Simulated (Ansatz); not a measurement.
Relaxation of a randomly generated symmetric cell of Sn (space group No. 166); 3 atoms in the cell, which starts as R-3m, hexagonal axes (No. 166), hR3; a = b = 5.941 Å, c = 9.024 Å, α = β = 90.00°, γ = 120.00°. The numbers are results of PBE (plane waves to 420 eV, PAW, scalar-relativistic; Ansatz, an electronic-structure program), not measurements. Γ-centred k-mesh 7×7×7 on the run's cell (coarser than for final values), Fermi–Dirac smearing 0.05 eV. This is the first round of the run. 

The optimiser's lines from the output (shortened; P is positive under compression):

```
relax step   1: F+E_penalty+E_count = -18072.54680342 eV  Δ(F+E_penalty+E_count) = +0.000e0 eV  max|allowed force component| = 6.583e-1 eV/Å  Δτ_max = 0.0000 Å  P = -2.396 GPa  Ω = 91.955 Å³  (7 SCF iters, dr2 threshold 1.00e-7 eV, accepted)
relax step   2: F+E_penalty+E_count = -18072.72355771 eV  Δ(F+E_penalty+E_count) = -1.768e-1 eV  max|allowed force component| = 3.639e-3 eV/Å  Δτ_max = 0.0811 Å  P = +0.391 GPa  Ω = 84.439 Å³  (6 SCF iters, dr2 threshold 3.00e-7 eV, accepted)
relax step   3: F+E_penalty+E_count = -18072.72425285 eV  Δ(F+E_penalty+E_count) = -6.951e-4 eV  max|allowed force component| = 1.566e-4 eV/Å  Δτ_max = 0.0008 Å  P = -0.141 GPa  Ω = 85.376 Å³  (4 SCF iters, dr2 threshold 3.00e-7 eV, accepted)
relax step   4: F+E_penalty+E_count = -18072.72441168 eV  Δ(F+E_penalty+E_count) = -1.588e-4 eV  max|allowed force component| = 2.420e-4 eV/Å  Δτ_max = 0.0001 Å  P = -0.007 GPa  Ω = 85.131 Å³  (3 SCF iters, dr2 threshold 7.99e-8 eV, accepted)
relax step   5: F+E_penalty+E_count = -18072.72443145 eV  Δ(F+E_penalty+E_count) = -1.978e-5 eV  max|allowed force component| = 3.289e-5 eV/Å  Δτ_max = 0.0001 Å  P = -0.002 GPa  Ω = 85.119 Å³  (3 SCF iters, dr2 threshold 6.02e-9 eV, accepted)
relax step   6: F+E_penalty+E_count = -18072.72444247 eV  Δ(F+E_penalty+E_count) = -1.102e-5 eV  max|allowed force component| = 8.976e-6 eV/Å  Δτ_max = 0.0000 Å  P = +0.000 GPa  Ω = 85.112 Å³  (3 SCF iters, dr2 threshold 2.63e-9 eV, accepted)
relax step   7: F+E_penalty+E_count = -18072.72413395 eV  Δ(F+E_penalty+E_count) = +3.085e-4 eV  max|allowed force component| = 8.930e-6 eV/Å  Δτ_max = 0.0000 Å  P = -0.003 GPa  Ω = 85.112 Å³  stress off target by 4.85e-3 GPa  SCF on the basis re-selected at this cell (its energy is not comparable with the rows above)  (6 SCF iters)
```

From the first to the last row the energy changes by -0.06 eV/atom and the volume by -7.4 %. The last row is marked as not comparable with the walk above it, whose basis was carried along; it does compare with step 1, since both stand on a basis selected at the nominal cutoff for their own cell.

Later rounds, restarted from the end of this one on a renewed k-mesh, logged 8 more steps and released under 0.01 eV/atom more. The final structure after all rounds: P6/mmm (No. 191), hP1, AFLOW prototype A_hP1_191_a (A_f, as in Sn); a = b = 3.2658 Å, c = 3.0812 Å, α = β = 90.00°, γ = 120.00°. Between re-selections the logged energies stand on a plane-wave basis carried along with the cell. No spin polarisation in the result.

The run could not lose the symmetry of its start, so the end can be a saddle point.

The relaxed structure here is a generated cell of Sn: the first start was made by a random draw of sites in a space group, and the end was not matched to a known phase here, so it may be hypothetical. Known forms of Sn include space group No. 141, 227.
